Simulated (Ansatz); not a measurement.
Given:

SiC:
```xyz
8
Lattice="5.7874 0.0000 0.0000 0.0000 3.1248 0.0000 0.0000 0.0000 5.1833" Properties=species:S:1:pos:R:3 pbc="T T T"
Si     0.9221     0.7812     2.0958
Si     1.9716     2.3436     4.6875
Si     4.8653     2.3436     3.0875
Si     3.8158     0.7812     0.4958
C      4.7659     0.7812     2.0569
C      3.9152     2.3436     4.6486
C      1.0215     2.3436     3.1264
C      1.8722     0.7812     0.5347
```

This is the r²SCAN-relaxed structure. Cartesian axes are those of the cell as given.

### Question
All from r²SCAN (plane waves, PAW; program Ansatz), unless another level is named. Give the Young's modulus.

### Answer
269 GPa.

### Question
Predict the elastic constants (relaxed ions, GPa).

### Answer
C11 = 181, C22 = 446, C33 = 375, C12 = 76.0, C13 = 170, C23 = 103, C44 = 145, C55 = 157, C66 = 96.2.

Space group Pnma. The start of the workflow was typed in or built on a structure type; neither database checked (COD, Materials Project) lists it. It is not the phase usual at ambient conditions (space group No. 186, 216). Symmetry was held in the r²SCAN relaxation; whether a distortion lowers the energy is not shown.

Potentials: the later of the program's two PAW sets.
